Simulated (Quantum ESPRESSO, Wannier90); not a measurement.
## Wannier functions of GaS (R-3m)

Structure: Materials Project mp-9889, symmetrised, not relaxed again. Not found in the COD (Crystallography Open Database) copy used, which has the formula in other groups; not checked further. Level: PBEsol, spinors with spin-orbit coupling; pw.x of Quantum ESPRESSO at 64 Ry with PseudoDojo potentials, 6×6×6 k-points, Wannier90. Density: 10×10×10 mesh, cold smearing 0.01 Ry. The cell is built of weakly bound layers, chains or molecules, whose nearest atoms lie 4.00 Å apart. Database cells relaxed without dispersion often hold them too far apart, which can enlarge gaps and weakens couplings between them; spacing and stacking were not compared with the measured crystal.

On the energy scale of pw.x, whose zero is arbitrary, the valence-band maximum lies at 6.17 eV.

Input w.win:

```
num_bands = 52
num_wann = 32
exclude_bands = 1-20
spinors = true
num_iter = 1000
conv_tol = 1.0e-6
conv_window = 4
dis_num_iter = 1000
dis_conv_tol = 1.0e-6
dis_froz_max = 8.75
write_hr = true
write_u_matrices = true
begin projections
f=0.04042,0.06524,-0.15512: s;p
f=-0.06277,-0.04787,0.14941: s;p
f=-0.22451,-0.25210,-0.28519: s;p
f=0.23318,0.23647,0.28093: s;p
end projections
begin unit_cell_cart
ang
   -1.8018249034    3.1208522790    0.0000000000
   -3.6036498067    0.0000000000    0.0000000000
   -1.8018249034    1.0402840930    7.9893070000
end unit_cell_cart
begin atoms_frac
Ga   0.0508200000  0.0508200000 -0.1524600000
Ga  -0.0508200000 -0.0508200000  0.1524600000
S   -0.2380530000 -0.2380530000 -0.2858410000
S    0.2380530000  0.2380530000  0.2858410000
end atoms_frac
mp_grid = 6 6 6
begin kpoints
0.0000000000 0.0000000000 0.0000000000
0.0000000000 0.0000000000 0.1666666667
0.0000000000 0.0000000000 0.3333333333
... (213 more lines: the 6x6x6 mesh through Gamma)
end kpoints
```

Input of pw2wannier90.x that gives the overlap and projection files (equivalent; here they were cut from one run over all bands):

```
&inputpp
  outdir = './out'
  prefix = 'pwscf'
  seedname = 'w'
  write_amn = .true.
  write_mmn = .true.
/
```

Output w.wout (banner and timings cut):

```
 Starting a new Wannier90 calculation ...

 Reading overlaps from w.mmn

 Reading projections from w.amn

 *------------------------------- DISENTANGLE --------------------------------*
 +----------------------------------------------------------------------------+
 |                              Energy  Windows                               |
 |                              ---------------                               |
 |                   Outer:   -7.87205  to   21.94577  (eV)                   |
 |                   Inner:   -7.87205  to    8.75000  (eV)                   |
 +----------------------------------------------------------------------------+
   Number of target bands to extract:   32

                   Unitarised projection of Wannier functions
                   ------------------------------------------
   A_mn = <psi_m|g_n> --> S = A.A^+ --> U = S^-1/2.A
   In dis_project... done
   Using an inner window (linner = T)
   In dis_proj_froz... done

                   Extraction of optimally-connected subspace
                   ------------------------------------------
 +---------------------------------------------------------------------+<-- DIS
 |  Iter     Omega_I(i-1)      Omega_I(i)      Delta (frac.)           |<-- DIS
 +---------------------------------------------------------------------+<-- DIS
       1      64.57138360      58.36844727       1.063E-01    <-- DIS
       2      60.01779851      56.12060220       6.944E-02    <-- DIS
       3      57.67339643      54.57959184       5.668E-02    <-- DIS
       4      55.77734449      53.35528844       4.539E-02    <-- DIS
       5      54.26808968      52.35543771       3.653E-02    <-- DIS
       6      53.05615993      51.52574903       2.970E-02    <-- DIS
       ... (lines left out)
     101      45.93266638      45.93236852       6.485E-06    <-- DIS
       ... (lines left out)
     188      45.91870808      45.91866239       9.949E-07    <-- DIS
     189      45.91868126      45.91863652       9.744E-07    <-- DIS
     190      45.91865526      45.91861144       9.543E-07    <-- DIS

             <<<      Delta < 1.000E-06  over  3 iterations     >>>
             <<< Disentanglement convergence criteria satisfied >>>

        Final Omega_I    45.91861144 (Ang^2)

 +----------------------------------------------------------------------------+

 Writing checkpoint file w.chk... done

 *------------------------------- WANNIERISE ---------------------------------*
 +--------------------------------------------------------------------+<-- CONV
 | Iter  Delta Spread     RMS Gradient      Spread (Ang^2)            |<-- CONV
 +--------------------------------------------------------------------+<-- CONV

 ------------------------------------------------------------------------------
 Initial State
  WF centre and spread    1  ( -0.032666, -0.041081, -1.242066 )     2.08900115
  WF centre and spread    2  ( -0.032666, -0.041081, -1.242066 )     2.08900107
  WF centre and spread    3  ( -0.002525, -0.001628, -1.492535 )     2.99452218
  WF centre and spread    4  ( -0.002526, -0.001628, -1.492536 )     2.99452219
  WF centre and spread    5  (  0.029105,  0.050821, -1.142077 )     2.82870843
  WF centre and spread    6  (  0.029105,  0.050821, -1.142077 )     2.82870866
  WF centre and spread    7  ( -0.000966, -0.017957, -1.139899 )     2.78850260
  WF centre and spread    8  ( -0.000966, -0.017957, -1.139900 )     2.78850192
  WF centre and spread    9  (  0.013166, -0.037745,  1.207288 )     2.09740435
  WF centre and spread   10  (  0.013166, -0.037745,  1.207288 )     2.09740448
  WF centre and spread   11  ( -0.000745, -0.000117,  1.528189 )     2.93239987
  WF centre and spread   12  ( -0.000745, -0.000117,  1.528188 )     2.93240167
  WF centre and spread   13  ( -0.017549, -0.050180,  1.145403 )     2.84172860
  WF centre and spread   14  ( -0.017549, -0.050180,  1.145404 )     2.84172832
  WF centre and spread   15  ( -0.000836,  0.094379,  1.140604 )     2.81335822
  WF centre and spread   16  ( -0.000836,  0.094379,  1.140604 )     2.81335852
  WF centre and spread   17  (  1.824426, -1.001108, -2.146889 )     1.62041289
  WF centre and spread   18  (  1.824426, -1.001108, -2.146889 )     1.62041286
  WF centre and spread   19  (  1.803543, -1.037287, -2.360753 )     1.56415149
  WF centre and spread   20  (  1.803543, -1.037287, -2.360753 )     1.56415139
  WF centre and spread   21  (  1.784058, -1.154857, -2.332107 )     1.43510492
  WF centre and spread   22  (  1.784058, -1.154857, -2.332107 )     1.43510486
  WF centre and spread   23  (  1.804494, -0.950752, -2.333675 )     1.44727773
  WF centre and spread   24  (  1.804494, -0.950752, -2.333675 )     1.44727759
  WF centre and spread   25  ( -1.779780,  1.020482,  2.116119 )     1.62239475
  WF centre and spread   26  ( -1.779780,  1.020483,  2.116119 )     1.62239470
  WF centre and spread   27  ( -1.799173,  1.037740,  2.388427 )     1.54289041
  WF centre and spread   28  ( -1.799173,  1.037740,  2.388427 )     1.54289029
  WF centre and spread   29  ( -1.817399,  1.154901,  2.329136 )     1.41865485
  WF centre and spread   30  ( -1.817400,  1.154901,  2.329136 )     1.41865492
  WF centre and spread   31  ( -1.798853,  0.935485,  2.331435 )     1.43241631
  WF centre and spread   32  ( -1.798853,  0.935485,  2.331435 )     1.43241674
  Sum of centres and spreads (  0.016594,  0.002191, -0.006802 )    66.93785894

      0     0.669E+02     0.0000000000       66.9378588639  <-- CONV
        O_D=      0.2725093 O_OD=     20.7467381 O_TOT=     66.9378589 <-- SPRD
 ------------------------------------------------------------------------------
      1    -0.415E+00     0.5748405421       66.5225638619  <-- CONV
        O_D=      0.2787430 O_OD=     20.3252094 O_TOT=     66.5225639 <-- SPRD
      2    -0.522E+00     0.8270002267       66.0005146894  <-- CONV
        O_D=      0.2942767 O_OD=     19.7876266 O_TOT=     66.0005147 <-- SPRD
      3    -0.530E+00     0.8332772538       65.4700288989  <-- CONV
        O_D=      0.2876190 O_OD=     19.2637985 O_TOT=     65.4700289 <-- SPRD
      4    -0.308E+00     0.7216230455       65.1622128138  <-- CONV
        O_D=      0.2860143 O_OD=     18.9575871 O_TOT=     65.1622128 <-- SPRD
      5    -0.219E+00     0.5881743036       64.9431646939  <-- CONV
        O_D=      0.2807355 O_OD=     18.7438178 O_TOT=     64.9431647 <-- SPRD
       ... (lines left out)
    100    -0.231E-01     0.1893168878       54.7335360137  <-- CONV
        O_D=      0.1698610 O_OD=      8.6450636 O_TOT=     54.7335360 <-- SPRD
       ... (lines left out)
    200    -0.473E-02     0.0792396639       53.4150145438  <-- CONV
        O_D=      0.1747037 O_OD=      7.3216994 O_TOT=     53.4150145 <-- SPRD
       ... (lines left out)
    300    -0.189E-02     0.0549980001       53.0363992961  <-- CONV
        O_D=      0.1860221 O_OD=      6.9317658 O_TOT=     53.0363993 <-- SPRD
       ... (lines left out)
    400    -0.218E-03     0.0184836572       52.9618526134  <-- CONV
        O_D=      0.1877780 O_OD=      6.8554631 O_TOT=     52.9618526 <-- SPRD
       ... (lines left out)
    500    -0.268E-04     0.0059311485       52.9512839995  <-- CONV
        O_D=      0.1879767 O_OD=      6.8446959 O_TOT=     52.9512840 <-- SPRD
       ... (lines left out)
    600    -0.580E-05     0.0030878652       52.9497548760  <-- CONV
        O_D=      0.1879931 O_OD=      6.8431503 O_TOT=     52.9497549 <-- SPRD
       ... (lines left out)
    678    -0.870E-06     0.0009873571       52.9495535434  <-- CONV
        O_D=      0.1880020 O_OD=      6.8429401 O_TOT=     52.9495535 <-- SPRD
    679    -0.839E-06     0.0016555894       52.9495527048  <-- CONV
        O_D=      0.1880018 O_OD=      6.8429395 O_TOT=     52.9495527 <-- SPRD
    680    -0.775E-06     0.0009718495       52.9495519297  <-- CONV
        O_D=      0.1880013 O_OD=      6.8429392 O_TOT=     52.9495519 <-- SPRD
             <<<     Delta < 1.000E-06  over  4 iterations     >>>
             <<< Wannierisation convergence criteria satisfied >>>
 Final State
  WF centre and spread    1  ( -0.002178, -0.697833, -1.001087 )     2.01709705
  WF centre and spread    2  ( -0.002179, -0.697832, -1.001087 )     2.01709662
  WF centre and spread    3  (  0.000290,  0.001605, -2.010422 )     1.96316111
  WF centre and spread    4  (  0.000289,  0.001605, -2.010422 )     1.96316142
  WF centre and spread    5  (  0.604859,  0.347312, -0.997669 )     2.01723642
  WF centre and spread    6  (  0.604860,  0.347310, -0.997670 )     2.01723635
  WF centre and spread    7  ( -0.604510,  0.348132, -0.999255 )     2.01746524
  WF centre and spread    8  ( -0.604509,  0.348133, -0.999255 )     2.01746561
  WF centre and spread    9  (  0.603845, -0.349414,  0.998245 )     2.01713379
  WF centre and spread   10  (  0.603845, -0.349413,  0.998245 )     2.01713351
  WF centre and spread   11  (  0.001274, -0.001009,  2.009734 )     1.96337619
  WF centre and spread   12  (  0.001275, -0.001009,  2.009733 )     1.96337685
  WF centre and spread   13  ( -0.603710, -0.348703,  0.999941 )     2.01752652
  WF centre and spread   14  ( -0.603710, -0.348704,  0.999941 )     2.01752677
  WF centre and spread   15  ( -0.000095,  0.697510,  0.998899 )     2.01658468
  WF centre and spread   16  ( -0.000096,  0.697510,  0.998899 )     2.01658518
  WF centre and spread   17  (  1.803298, -1.042465, -1.793570 )     1.54270074
  WF centre and spread   18  (  1.803298, -1.042465, -1.793570 )     1.54270066
  WF centre and spread   19  (  2.256407, -1.301504, -2.473749 )     1.22671540
  WF centre and spread   20  (  2.256406, -1.301504, -2.473749 )     1.22671539
  WF centre and spread   21  (  1.346889, -1.301854, -2.472195 )     1.22641806
  WF centre and spread   22  (  1.346889, -1.301854, -2.472195 )     1.22641794
  WF centre and spread   23  (  1.801956, -0.513396, -2.469216 )     1.22680226
  WF centre and spread   24  (  1.801956, -0.513396, -2.469216 )     1.22680224
  WF centre and spread   25  ( -1.800082,  1.041420,  1.793501 )     1.54252631
  WF centre and spread   26  ( -1.800082,  1.041420,  1.793501 )     1.54252621
  WF centre and spread   27  ( -1.347195,  1.302266,  2.473174 )     1.22683718
  WF centre and spread   28  ( -1.347195,  1.302267,  2.473174 )     1.22683735
  WF centre and spread   29  ( -2.256931,  1.302720,  2.471241 )     1.22667204
  WF centre and spread   30  ( -2.256931,  1.302720,  2.471241 )     1.22667213
  WF centre and spread   31  ( -1.801673,  0.514284,  2.470587 )     1.22652226
  WF centre and spread   32  ( -1.801672,  0.514284,  2.470587 )     1.22652253
  Sum of centres and spreads (  0.004891, -0.001857, -0.003683 )    52.94955201

         Spreads (Ang^2)       Omega I      =    45.918611440
        ================       Omega D      =     0.188001251
                               Omega OD     =     6.842939239
    Final Spread (Ang^2)       Omega Total  =    52.949551930
```
